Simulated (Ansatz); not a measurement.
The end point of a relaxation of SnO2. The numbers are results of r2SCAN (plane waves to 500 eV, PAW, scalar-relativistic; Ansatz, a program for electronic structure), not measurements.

```xyz
12
Lattice="6.2398 0.0000 0.0000 -3.1199 5.4038 0.0000 0.0000 0.0000 10.1854" Properties=species:S:1:pos:R:3 pbc="T T T"
Sn     0.0000     3.6025     0.6359
Sn     3.1199     1.8013     5.7286
Sn     3.1199     1.8013     9.5495
Sn     0.0000     3.6025     4.4568
O      0.0000     3.6025     2.5463
O      3.1199     1.8013     7.6390
O      3.1199     0.0000     0.0000
O      1.5599     2.7019     5.0927
O     -1.5599     2.7019     0.0000
O      3.1199     0.0000     5.0927
O      1.5599     2.7019     0.0000
O     -1.5599     2.7019     5.0927
```

Determine the symmetry and give the standard cell with its independent sites.

Space group P6₃/mmc (No. 194); a = b = 6.2398 Å, c = 10.1854 Å, α = β = 90.00°, γ = 120.00°

```
atom  site  symmetry       x       y       z
----  ----  --------  ------  ------  ------
Sn      4f       3m.  0.3333  0.6667  0.0624
O       2c      -6m2  0.3333  0.6667  0.2500
O       6g     .2/m.  0.5000  0.5000  0.5000
```

This is the AFLOW prototype A2B_hP12_194_cg_f (C10, as in SiO2).

Give the shortest distances between elements (the closest pairs, up to four, under 3.6 Å).

O–Sn 1.91 Å; O–O 3.12 Å.

```yaml
volume_per_atom: 28.62 Å³
band_gap: 2.44 eV, direct at Γ (no spin-orbit coupling)
```

No spin polarisation in the result.

The run could not lose the symmetry of its start.

The first start was generated by placing the elements on the sites of a structure type. Materials Project lists a structure of SnO2 in the same space group, P6₃/mmc (No. 194); the sites were not compared with it, nor with measured phases. Known forms of SnO2 include space group No. 136.
